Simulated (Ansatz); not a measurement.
## Piezoelectric tensor of GaSb at 15 GPa (stress–strain coefficients)

Level of theory: DFT LDA, scalar-relativistic, plane waves, PAW in Ansatz 0.2.0. Settings: 420 eV plane-wave cutoff, Γ-centred 12×12×12 mesh, fixed occupations. No spin polarisation.

The cell, relaxed at 15 GPa:
```
CELL_PARAMETERS angstrom
0.00000 2.85113 2.85113
2.85113 0.00000 2.85113
2.85113 2.85113 0.00000
ATOMIC_POSITIONS crystal
Ga 0.00000 0.00000 0.00000
Sb 0.75000 0.75000 0.75000
```

Spin–orbit coupling is left out, which matters for heavy elements. The real crystal has changed phase below this pressure. The bands were filled as in an insulator; under compression the gap may have closed between mesh points.

**Question.** Give the relaxed-ion proper piezoelectric stress tensor e_iJ (C/m², Voigt columns xx yy zz yz xz xy).

**Answer.**
```
x    0.000  0.000  0.000 -0.029  0.000  0.000
y    0.000  0.000  0.000  0.000 -0.029  0.000
z    0.000  0.000  0.000  0.000  0.000 -0.029
```
Signs follow the orientation of the cell as given.

**Question.** With the elastic constants (GPa, Voigt order)
C11 = 149.5, C12 = 104.7, C13 = 104.7, C22 = 149.5, C23 = 104.7, C33 = 149.5, C44 = 46.7, C55 = 46.7, C66 = 46.7 GPa; the others vanish.
find the strain coefficients d = e·C⁻¹ (pC/N).

**Answer.**
```
x    0.00  0.00  0.00 -0.62  0.00  0.00
y    0.00  0.00  0.00  0.00 -0.62  0.00
z    0.00  0.00  0.00  0.00  0.00 -0.62
```

Cost: 1 run of about 1.6 core-minutes, on AMD EPYC 9R45 (Zen 5) (shared hosts).